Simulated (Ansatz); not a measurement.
ZrN in space group Pm-3m (No. 221; Zr on 3c, N on 3d) at seven volumes, PBEsol in the plane-wave PAW code Ansatz, scaled uniformly. One row is withheld.

| V (Å³/atom) | P (GPa) |
|---|---|
| 13.202 | 21.32 |
| 13.637 | 13.13 |
| 14.072 | 6.08 |
| 14.507 | 0.00 |
| 14.943 | -5.23 |
| 15.378 | ? |
| 15.813 | -13.60 |

Question: Fit the shown pressures and predict the withheld one.

Answer: Third-order Birch–Murnaghan: P = (3/2)B₀(x^(7/2) − x^(5/2))[1 + (3/4)(B′ − 4)(x − 1)] with x = (V₀/V)^(2/3). Least squares on the six rows gives V₀ = 14.508 Å³/atom, B₀ = 187.4 GPa, B′ = 3.98. At V = 15.378, x = 0.9619 and P = -9.72 GPa. The run itself gave -9.73 GPa.

The start of the workflow was typed in or built on a structure type; neither database checked (COD, Materials Project) lists it. It is not the phase usual at ambient conditions (space group No. 225). Symmetry was held in the PBEsol relaxation; its stability against distortions is not shown here. The run is not spin-polarised. The volume moved by 17 % from the start of the relaxation.

Potentials: the earlier of the program's two PAW sets. The files were generated under PBE; for other functionals the program regenerates the frozen cores, and for LDA and PBEsol the local potential too.
